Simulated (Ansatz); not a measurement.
**Stationary points along a deformation path in ScHO$_{2}$**

All numbers below come from DFT PBEsol, scalar-relativistic, plane waves, PAW in Ansatz 0.2.0. Settings: plane waves to 420 eV, k-mesh 9×9×9 (Γ-centred), Gaussian smearing 0.05 eV. No spin polarisation. Energies are free energies at this smearing, counted from the undisturbed cell; pressure is positive in compression.

Zero of the scan (as given, not relaxed at this level; it stands at -5.4 GPa, and it needn't be the usual structure):

```yaml
crystal:
  lattice:
    - [1.61659, 0.93334, 4.53092]
    - [-1.61659, 0.93334, 4.53092]
    - [0.00000, -1.86668, 4.53092]
  atoms:
    - { symbol: Sc, position: [0.00000, 0.00000, 0.00000] }
    - { symbol: H, position: [0.50000, 0.50000, 0.50000] }
    - { symbol: O, position: [0.58970, 0.58970, 0.58970] }
    - { symbol: O, position: [0.41030, 0.41030, 0.41030] }
```

At fixed volume and fractional coordinates, lengths along (0.000, 0.000, 1.000) are scaled against those across it; ρ is that ratio over its starting value. V = 10.255 Å³/atom. Δσ is the stress along the axis less the mean stress across it (compression positive).

```
    ρ  ΔE (meV/atom)  Δσ (GPa) space group
0.800          366.5     81.22         R-3m
0.850          188.7     56.61         R-3m
0.920           47.8     27.41         R-3m
0.960           11.2     13.01         R-3m
1.000            0.0     -0.03         R-3m
1.050           15.5    -14.74         R-3m
1.100           58.1    -28.03         R-3m
1.200          206.1    -51.42         R-3m
1.300          416.8    -71.84         R-3m
```

Problem. How does the stress give the slope of the energy, and where is the energy stationary?

Solution. Along the path d ln(length) is 2/3 d ln ρ on the axis and −1/3 d ln ρ across it, so dE/d ln ρ = −(2/3) V Δσ: the energy falls with ρ where Δσ is positive. Δσ vanishes or changes sign at ρ = 1.000 (R-3m), a minimum at 0.0 meV/atom. Pairs of stationary points between two samples would go unseen, and could change a minimum read from distant neighbours into a maximum.

Problem. Integrate that slope from ρ = 1 to 0.850 by the trapezoid rule.

Solution. With V/N in Å³ and 1 eV/Å³ = 160.2 GPa the slopes at ρ = 1.000, 0.960, 0.920, 0.850 are 1, -555, -1169, -2415 meV/atom per unit of ln ρ. The steps add 11.3 + 36.7 + 141.8 = 189.9 meV/atom, against 188.7 from the energies; the trapezoid rule misses the curvature of the slope within each step.

Forces appear on the atoms along this scan, and letting them relax would lower the energy and soften the response.